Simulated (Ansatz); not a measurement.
Here is the system:

TiC:
```yaml
crystal:
  lattice:
    - [0.00000, 2.16426, 2.16426]
    - [2.16426, 0.00000, 2.16426]
    - [2.16426, 2.16426, 0.00000]
  atoms:
    - { symbol: Ti, position: [0.00000, 0.00000, 0.00000] }
    - { symbol: C, position: [0.50000, 0.50000, 0.50000] }
```

This is the r²SCAN-relaxed structure.

**Question.** All from DFT-r²SCAN in the program Ansatz with PAW potentials, unless another level is named. Estimate the electronic character.

**Answer.** metallic (no gap).

**Question.** Predict the density of states at the Fermi level.

**Answer.** 0.12 states/eV per atom (mean over ±0.08 eV).

**Question.** Next, the formation energy from the elements (no fitted shifts)?

**Answer.** -0.98 eV/atom.

Space group Fm-3m (rock salt). The r²SCAN relaxation kept the symmetry of its start; of distortions, only those at the zone centre were tested. The run is not spin-polarised. The references are the lowest solids computed at this level, not always the standard phases.

Potentials: the earlier of the program's two PAW sets.
